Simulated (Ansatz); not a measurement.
CoSi₂ (fluorite type, space group Fm-3m): values from a third-order Birch-Murnaghan fit to a volume scan beside measured ones. Computed values: r2SCAN (plane waves to 500 eV, PAW, scalar-relativistic; Ansatz, a program for electronic structure). CoSi2 is run without spin polarisation. CoSi2 was relaxed with its symmetry unable to fall.

```
quantity                reference                                    kind
----------------------  ---------  --------------------------------------
Lattice constant a (Å)      5.365  measured, room temperature or unstated
```

References as given in: Ganesh Hegde, R. Chris Bowen, Applied Physics Letters (2014), arXiv:1405.1317. Values not taken to low temperature hold thermal and zero-point shifts that a static calculation lacks, so small differences there are no errors of the method.

### Question
What does r2SCAN give, and how far is that from the reference?

### Answer
```
quantity                r2SCAN  difference
----------------------  ------  ----------
Lattice constant a (Å)   5.315      -0.9 %
```



(A scan under strain: stresses follow from slopes of the energy per volume, elastic moduli from its curvatures.)
